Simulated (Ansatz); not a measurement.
System: Cu (fcc type), 1 atom in the cell.

The calculation used PBE with spin–orbit coupling, all-electron LAPW, point nucleus (Ansatz 0.2.0 development build).

k-mesh 4×4×4 Γ-centred; Fermi–Dirac smearing of 0.15 eV.

```yaml
crystal:
  lattice:
    - [0.00000, 1.81710, 1.81710]
    - [1.81710, 0.00000, 1.81710]
    - [1.81710, 1.81710, 0.00000]
  atoms:
    - { symbol: Cu, position: [0.00000, 0.00000, 0.00000] }
```
Lattice in Å, positions in fractions of it.

**Question.** Is the cell under compression or tension, and by how much?

**Answer.** The pressure is 1.04 GPa, so at these settings the cell is compressed and would expand.

The k-mesh is coarse, so these values belong to this mesh and can lie far from the converged ones.
